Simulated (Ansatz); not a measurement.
**Structure optimisation: nickel, diamond**

The calculation used DFT, BLYP, plane waves (420 eV) with PAW, scalar-relativistic in Ansatz 0.2.0. (PAW data from PBE, frozen cores regenerated.)

k-point mesh 11×11×11, Fermi-Dirac smearing 0.1 eV, no spin polarisation. Cell and atoms relax.

Starting structure:

```yaml
crystal:
  lattice:
    - [0.00000, 2.45346, 2.45346]
    - [2.45346, 0.00000, 2.45346]
    - [2.45346, 2.45346, 0.00000]
  atoms:
    - { symbol: Ni, position: [0.12500, 0.12500, 0.12500] }
    - { symbol: Ni, position: [0.87500, 0.87500, 0.87500] }
```

What cell does the relaxation end in?

Fd-3m with a = 5.186 Å; 17.43 Å³ per atom against 14.77 at the start (18.1 %).

How much energy does the relaxation gain?

136.7 meV per atom.

Spin polarisation is off here; a magnetic state may lie lower.
